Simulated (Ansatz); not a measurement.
Al2Au:
```xyz
3
Lattice="0.0000 3.0010 3.0010 3.0010 0.0000 3.0010 3.0010 3.0010 0.0000" Properties=species:S:1:pos:R:3 pbc="T T T"
Al     1.5005     1.5005     1.5005
Al     4.5015     4.5015     4.5015
Au     0.0000     0.0000     0.0000
```

Relaxed with PBEsol. Special points in fractions of this cell's reciprocal vectors: Γ (0.000, 0.000, 0.000); X (0.500, 0.000, 0.500); U (0.625, 0.250, 0.625); K (0.375, 0.375, 0.750); L (0.500, 0.500, 0.500); W (0.500, 0.250, 0.750).

Q: List the band energies nearest the Fermi level at these points for PBEsol with spin–orbit coupling (plane waves, PAW; program Ansatz).

A: In eV from the Fermi level; about four levels below and three above (degenerate sets whole), none deeper than 8.9 eV; points with the same levels are listed once.

| k | below | above |
|---|---|---|
| Γ | -5.38 -5.38 -5.38 -5.38 | 1.86 1.86 2.23 2.23 |
| X | -2.38 -2.38 -1.96 -1.96 | 1.31 1.31 2.03 2.03 |
| U | -3.37 -3.37 -1.41 -1.41 | 1.83 1.83 4.32 4.32 |
| L | -5.01 -5.01 -0.02 -0.02 | 0.58 0.58 3.22 3.22 |
| W | -3.90 -3.90 -2.20 -2.20 | 4.07 4.07 4.16 4.16 |

Space group Fm-3m (fluorite or antifluorite type). The PBEsol relaxation kept the symmetry of its start; of distortions, only those at the zone centre were tested.

Potentials: the earlier of the program's two PAW sets.
